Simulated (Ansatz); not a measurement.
A geometry of I away from equilibrium: step 2 of the relaxation of a relaxed I cell, doubled along one cell vector, shaken by Gaussian noise of σ = 0.08 Å a coordinate. All values below come from r2SCAN (plane waves to 500 eV, PAW, scalar-relativistic; Ansatz, an electronic-structure program). Γ-centred k-mesh 6×6×2 on the run's cell (coarser than for final values), Fermi–Dirac smearing 0.05 eV.

```xyz
8
Lattice="4.3238 -0.0051 -0.0080 -2.1663 3.7396 -0.0022 -0.0355 -0.0320 19.3143" Properties=species:S:1:pos:R:3:forces:R:3 pbc="T T T" free_energy=-60221.898 pressure_GPa=-0.1
I     -0.0157    -0.0674     0.0073    0.0110   -0.1017   -0.0071
I      0.0395    -0.0249     9.6568   -0.0180   -0.1208    0.0374
I      0.0523     0.0580     4.8352   -0.0255    0.0354   -0.0306
I      0.0268     0.0405    14.4896    0.0287    0.0111   -0.0482
I     -0.0661     2.3507     2.4259    0.0222   -0.5453    0.0104
I      0.1251     2.2550    12.0585    0.2268   -0.5575    0.0649
I      2.1527     1.2970     7.2548   -0.0399    0.6263   -0.0164
I      1.9665     1.3376    16.9075   -0.2052    0.6523   -0.0104
```

Positions in Å, forces in eV/Å, free energy of the cell in eV (comparable only within this code, potentials and settings). Largest force: 0.68 eV/Å, on I8 (atoms numbered as listed); the geometry lies 0.40 eV/atom above the end of its relaxation.

No spin polarisation in the result. Without a van der Waals term the distances between weakly bound units are poorly fixed.

The end of the path is a generated cell of I: the first start was made by placing the elements on the sites of a structure type, and the end was not matched to a known phase here, so it may be hypothetical. Known forms of I include space group No. 64.
